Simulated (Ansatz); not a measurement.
Problem. Si3N4 in space group P6_3/m (No. 176; Si on 6h, N on 2c, N on 6h) is relaxed with plane-wave PAW PBEsol (Ansatz code). What lattice parameters of the conventional cell result?

Solution. a = 7.625 Å, c = 2.910 Å.

Problem. Give the free coordinates with the occupied sites.

Solution. In one choice of origin and axes:

| atom | site | symmetry | x | y | z |
|---|---|---|---|---|---|
| Si | 6h | m.. | 0.2324 | 0.4064 | 0.2500 |
| N | 2c | -6.. | 0.3333 | 0.6667 | 0.2500 |
| N | 6h | m.. | 0.3300 | 0.0296 | 0.2500 |

Problem. Is it a metal or does it have a gap at this level?

Solution. A gap of 4.19 eV, indirect.

The cell was relaxed with PBEsol under the symmetry of its start; of distortions, only those at the zone centre were tested.

Potentials: the later of the program's two PAW sets.
